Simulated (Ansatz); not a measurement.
CsH:
```yaml
crystal:
  lattice:
    - [3.81405, 0.00000, 0.00000]
    - [0.00000, 3.81405, 0.00000]
    - [0.00000, 0.00000, 3.81405]
  atoms:
    - { symbol: Cs, position: [0.00000, 0.00000, 0.00000] }
    - { symbol: H, position: [0.50000, 0.50000, 0.50000] }
```

Relaxed with r²SCAN.

Q: Give the Bader charges and basin volumes of the independent atoms, the program Ansatz at the r²SCAN level (PAW).

A: 

```csv
atom,Bader charge (e),Bader volume (Å³)
Cs1,+0.76,36.3
H2,-0.76,19.2
```

Space group Pm-3m (CsCl type). The first step of the workflow began from a Materials Project structure, measured or hypothetical; the Crystallography Open Database copy checked does not list it. COD files the formula under space group No. 225. Its standing as an ambient phase is unchecked. The cell was relaxed with r²SCAN under the symmetry of its start; whether a distortion lowers the energy is not shown. Scalar-relativistic: spin–orbit coupling is off unless named, which matters more the heavier the elements.

Potentials: the later of the program's two PAW sets.
